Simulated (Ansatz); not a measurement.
The relaxed structure here is a generated cell of ReC: the first start was made by placing the elements on the sites of a structure type, and the end was not matched to a known phase here, so it may be hypothetical.

One stationary structure of ReC. These are PBE (plane waves to 420 eV, PAW, scalar-relativistic; Ansatz, a quantum-chemistry and plane-wave program) values and carry that method's errors.

```
CELL_PARAMETERS angstrom
      2.96001     0.00000     0.00000
     -1.48001     2.56345     0.00000
      0.00000     0.00000     8.60844
ATOMIC_POSITIONS crystal
  Re 0.50000 0.00000 0.00000
  Re 0.00000 0.50000 0.66667
  Re 0.50000 0.50000 0.33333
  C  0.50000 0.00000 0.50000
  C  0.00000 0.50000 0.16667
  C  0.50000 0.50000 0.83333
```

Problem. Determine the symmetry and give the standard cell with its independent sites.

Solution. Space group P6₂22 (No. 180); a = b = 2.9600 Å, c = 8.6084 Å, α = β = 90.00°, γ = 120.00°

```csv
atom,site,symmetry,x,y,z
Re,3c,222,0.5000,0.0000,0.0000
C,3d,222,0.5000,0.0000,0.5000
```

Problem. Give the shortest distances between elements (the closest pairs, up to four, under 3.6 Å).

Solution. C–Re 2.06 Å; Re–Re 2.96 Å; C–C 2.96 Å.

- Volume per atom = 10.89 Å³
- Density = 15.12 g/cm³
- Band gap = no gap (metallic)

No spin polarisation in the result. The relaxed primitive cell holds an odd number of electrons. A magnetic state may lie lower.

The run could not lower the symmetry of its start; a shaken copy of this end point relaxes with PBE to P-6m2 (No. 187), 0.47 eV/atom lower.
